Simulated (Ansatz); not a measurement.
Bond compression in InBi

```xyz
2
Lattice="0.0000 3.3835 3.3835 3.3835 0.0000 3.3835 3.3835 3.3835 0.0000" Properties=species:S:1:pos:R:3 pbc="T T T"
In    0.0000    0.0000    0.0000
Bi    5.0753    5.0753    5.0753
```

The cell is Materials Project entry mp-1001833, used as a structure alone.

Its shortest bond, of 2.930 Å between atom 1 (In) and the nearest image of atom 2 (Bi), is scaled by moving both atoms along it, with the cell held. The force apart is half the difference of the two atoms' forces along the bond; it holds the pull and push of their other neighbours too.

Computed with Ansatz 0.2.0; functional PBEsol, scalar-relativistic. Settings: a Γ-centred 8×8×8 k mesh, Fermi–Dirac smearing of 0.05 eV, no spin polarisation. Methods: LAPW: all electrons, basis error target 1 meV/atom; PAW: frozen-core files, cutoff 420 eV; PAW (cutoff 600 eV): frozen-core files, cutoff 600 eV.

Energies are extrapolated to zero smearing and count from the unscaled cell; pressure is positive in compression; gaps take the mesh and a band path. No temperature or zero-point motion is included.

Spin–orbit coupling is left out, which matters for the heavy atoms. The PAW files were made under PBE.

```
bond (Å)  force apart (eV/Å)  P LAPW (GPa)  ΔE LAPW (eV/atom)  P PAW − LAPW (GPa)  ΔE PAW − LAPW (meV/atom)  force PAW − LAPW (eV/Å)
   2.930                0.00         -0.66              0.000               -0.01                       0.0                    0.000
   2.579                3.10          1.55              0.226               -0.01                       0.2                    0.005
   2.051               21.20             ?              2.781                0.06                       6.9                    0.064
   1.875                   ?          47.0              5.365               -0.10                      12.3                   -0.026
```

(1) Fill in "P LAPW (GPa)" for the row "2.051".

(2) Give the missing entry: row "1.875", column "force apart (eV/Å)".

(3) At the last bond length, how far does PAW (cutoff 600 eV) lie from LAPW in pressure and in the largest force component?

(4) How do the Löwdin populations by LAPW change from the unscaled cell to the last row, on the two atoms of the bond?

## Answers

(1) 24.8.

(2) 39.62.

(3) PAW (cutoff 600 eV): -0.19 GPa, 0.055 eV/Å, on a LAPW pressure of 47.0 GPa.

(4) In1 4s 1.99 → 1.96, In1 5s 1.27 → 1.19, In1 5p 1.82 → 1.92, In1 4d 9.99 → 9.95, Bi2 6s 1.64 → 1.54, Bi2 6p 3.30 → 3.48 electrons an atom. These are projections on the shells that the free atoms fill; 0.03 e a cell lies outside them at the start and 0.08 e at the end.
